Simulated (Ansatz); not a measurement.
GaSb (NiAs type, P6_3/mmc) at seven volumes, DFT-PBE in the program Ansatz with PAW potentials, shape and atoms relaxed at each. One row is withheld.

```tsv
V (Å³/atom)	P (GPa)
22.276	6.25
23.010	3.80
23.744	1.74
24.479	0.00
25.213	-1.45
25.947	-2.68
26.682	?
```

Fit the shown pressures and predict the withheld one.

P = (3/2)B₀(x^(7/2) − x^(5/2))[1 + (3/4)(B′ − 4)(x − 1)] with x = (V₀/V)^(2/3). Least squares on the six rows gives V₀ = 24.481 Å³/atom, B₀ = 52.9 GPa, B′ = 4.75. At V = 26.682, x = 0.9442 and P = -3.71 GPa. The run itself gave -3.71 GPa.

The start of the workflow was typed in or built on a structure type; neither database checked (COD, Materials Project) lists it. It is not the phase usual at ambient conditions (space group No. 216). The PBE relaxation kept the symmetry of its start; whether a distortion lowers the energy is not shown. Spin–orbit coupling is left out wherever it is not named.

Potentials: the earlier of the program's two PAW sets.
